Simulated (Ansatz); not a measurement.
Cold compression of NbAs (CsCl type)

```
CELL_PARAMETERS angstrom
3.18077 0.00000 0.00000
0.00000 3.18077 0.00000
0.00000 0.00000 3.18077
ATOMIC_POSITIONS crystal
Nb 0.00000 0.00000 0.00000
As 0.50000 0.50000 0.50000
```

The cell comes from a relaxation on PAW files under the same functional, begun from a prototype that needn't be the stable phase.

Its volume is scaled at fixed shape and fractional positions.

Level of theory: DFT with PBEsol, scalar-relativistic, in Ansatz 0.2.0; a Γ-centred 13×13×13 k mesh, Fermi–Dirac smearing of 0.1 eV, no spin polarisation. LAPW: all electrons, basis error target 1 meV/atom; PAW: frozen-core files, cutoff 420 eV; crystal datasets: all electrons, by PAW datasets that the program makes for each cell; norm-conserving: pseudopotentials, cutoff 1143 eV; PAW (cutoff 1000 eV): frozen-core files, cutoff 1000 eV.

Energies are extrapolated to zero smearing and count from the unscaled cell; pressure is positive in compression; gaps take the mesh and a band path. No temperature or zero-point motion is included.

The PAW files were made under PBE. The structure type is held throughout; the real material can change phase at far lower pressure.

| V/V0 | V (Å³/atom) | P LAPW (GPa) | ΔE LAPW (eV/atom) | P PAW − LAPW (GPa) | ΔE PAW − LAPW (meV/atom) |
| --- | --- | --- | --- | --- | --- |
| 1.00 | 16.09 | 0.00 | 0.000 | 0.00 | 0.0 |
| 0.95 | 15.29 | 10.46 | 0.025 | 0.00 | 0.0 |
| 0.85 | 13.68 | 42.2 | 0.273 | -0.01 | -0.1 |
| 0.75 | 12.07 | 97.6 | 0.948 | -0.02 | -0.2 |
| 0.65 | 10.46 | 197.8 | 2.379 | -0.07 | -0.6 |
| 0.55 | 8.85 | 386.9 | 5.214 | -0.22 | -2.0 |
| 0.45 | 7.24 | ? | ? | ? | ? |
| 0.40 | 6.44 | 1120 | 15.470 | -0.84 | -9.3 |

Fit the Vinet equation to the LAPW pressures shown (residuals weighted by 1/(|P| + 0.03·Pmax)), and predict the pressure of the withheld row.

The fit gives V0 = 16.10 Å³/atom, B0 = 175 GPa and B0′ = 4.73. At 7.24 Å³/atom, x = (V/V0)^(1/3) = 0.7661, and P = 3·B0·(1 − x)/x²·exp[1.5·(B0′ − 1)·(1 − x)] = 775.3 GPa. The run itself gave 771.4 GPa (+0.5 % off) and ΔE = 10.787 eV/atom.

At the smallest volume, how far do crystal datasets and norm-conserving and PAW (cutoff 1000 eV) lie from LAPW in pressure?

crystal datasets: 0.00 GPa; norm-conserving: +4.84 GPa; PAW (cutoff 1000 eV): -1.00 GPa, on a LAPW pressure of 1120 GPa.

How do the Löwdin populations by LAPW change from the unscaled cell to the last row?

Nb 4s 1.95 → 1.82, Nb 5s 0.52 → 0.41, Nb 4p 5.99 → 5.83, Nb 4d 4.43 → 5.98, As 3s 1.99 → 1.94, As 4s 1.51 → 1.04, As 4p 3.54 → 2.87 electrons an atom. These are projections on the shells that the free atoms fill; 0.08 e a cell lies outside them at the start and 0.17 e at the end.
